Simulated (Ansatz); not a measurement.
**VRu: energy against total moment**

The calculation used DFT PBEsol, scalar-relativistic, plane waves, PAW in Ansatz 0.2.0.

```yaml
crystal:
  lattice:
    - [3.00000, 0.00000, 0.00000]
    - [0.00000, 3.00000, 0.00000]
    - [0.00000, 0.00000, 3.00000]
  atoms:
    - { symbol: V, position: [0.50000, 0.50000, 0.50000] }
    - { symbol: Ru, position: [0.00000, 0.00000, 0.00000] }
```

* plane-wave cutoff: 420 eV
* Γ-centred k-mesh: 14×14×14
* occupation rule: Gaussian smearing, 0.1 eV

The total moment of the cell is held at each value, at fixed atoms.

Site moments are spin moments in atom-centred spheres that scale with the neighbour distance.

```tsv
held moment (μB/cell)	E above lowest (meV/atom)	P (GPa)	site moments (μB)
0.00	1.3	-7.6	none over 0.05
0.38	0.0	-7.3	V +0.36
0.75	1.6	-6.4	V +0.69
1.12	38.2	-5.0	V +0.94
1.50	130.0	-3.2	V +1.16, Ru +0.09
1.88	259.6	-0.9	V +1.33, Ru +0.23
2.25	400.8	1.7	V +1.43, Ru +0.44
2.62	553.8	4.7	V +1.53, Ru +0.64
3.00	727.6	8.1	V +1.66, Ru +0.83
```

Cost: 9 runs of about 1.4 core-minutes in all, on Arm Neoverse V1 (shared hosts).